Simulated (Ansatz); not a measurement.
This guess for HfCl5 is about to be relaxed.

```yaml
crystal:
  lattice:
    - [3.28829, 1.89850, 4.42572]
    - [-3.28829, 1.89850, 4.42572]
    - [0.00000, -3.79699, 4.42572]
  atoms:
    - { symbol: Hf, position: [0.50000, 0.50000, 0.50000] }
    - { symbol: Cl, position: [0.00000, 0.00000, 0.50000] }
    - { symbol: Cl, position: [0.50000, 0.00000, 0.00000] }
    - { symbol: Cl, position: [0.00000, 0.50000, 0.00000] }
    - { symbol: Cl, position: [0.32399, 0.32399, 0.32399] }
    - { symbol: Cl, position: [0.67601, 0.67601, 0.67601] }
```

Theory: Ansatz 0.2.0, DFT PBE, scalar-relativistic, plane waves, PAW. Cutoff 420 eV, Gaussian smearing, Γ-centred meshes. Cell and atoms relax first on a coarse mesh and then on a finer one. In between, the cell is made exact in the group found at 0.06 Å. In metals the finer mesh still leaves noise of several meV/atom or more. The steps can't lower the symmetry of their start. No spin polarisation.

A guess keeps its type if space group and coordination stay and the shape of the cell changes little (axis ratios within about 15 %, angles within 6°); the volume may change.

Question: Does this structure survive the relaxation?

Answer: It doesn't keep its type. The symmetry stays R-3m (No. 166). The volume per atom grows by 21.7 %, from 27.6 to 33.6 Å³. The shortest distance goes from 2.34 Å (Hf–Cl) to 2.33 Å (Hf–Cl). The ratio c/a of the conventional cell changes by a factor of 1.92. Counting neighbours within 15 % of an atom's shortest distance, the start has Cl 1/2, Hf 2 and the end Cl 1/6, Hf 2. In detail, at the end Hf is surrounded by 2 Cl at 2.33 Å and 6 Cl at 2.82 Å; Cl on a site of symmetry 2/m has 4 Cl at 2.82 Å, 2 Hf at 2.82 Å and 4 Cl at 3.66 Å; Cl on a site of symmetry 3m is surrounded by 1 Hf at 2.33 Å and 6 Cl at 3.66 Å.

```xyz
6
Lattice="2.8247 1.6309 7.2994 -2.8247 1.6309 7.2994 0.0000 -3.2617 7.2994" Properties=species:S:1:pos:R:3 pbc="T T T"
Hf    0.0000    0.0000   10.9491
Cl    0.0000   -1.6309    3.6497
Cl    1.4124    0.8154    3.6497
Cl   -1.4124    0.8154    3.6497
Cl    0.0000    0.0000    8.6149
Cl    0.0000    0.0000   13.2833
```

Energies over the elements count from the elements' standard structures at the same level (Cl₂ as a molecule), with no fitted energy shifts.

Question: At what energy does it end?

Answer: −1.09 eV/atom. It lies below the elements, which doesn't yet make it stable against other compounds or structures.

The last run used a 12×12×12 mesh for its 6-atom cell and Gaussian smearing of 0.10 eV. Weakly bound directions are ill-defined at this level, which has no dispersion term. Spin–orbit coupling, which can matter for Hf, is left out. An odd number of electrons in the primitive cell allows no gap without spin; a larger cell or a magnetic state could open one. The cell is a metal run without spin; a magnetic state may lie lower. Symmetry constrained the relaxation, so the result can be a saddle point.

In counts of neighbours, a slash parts the counts of unlike sites.
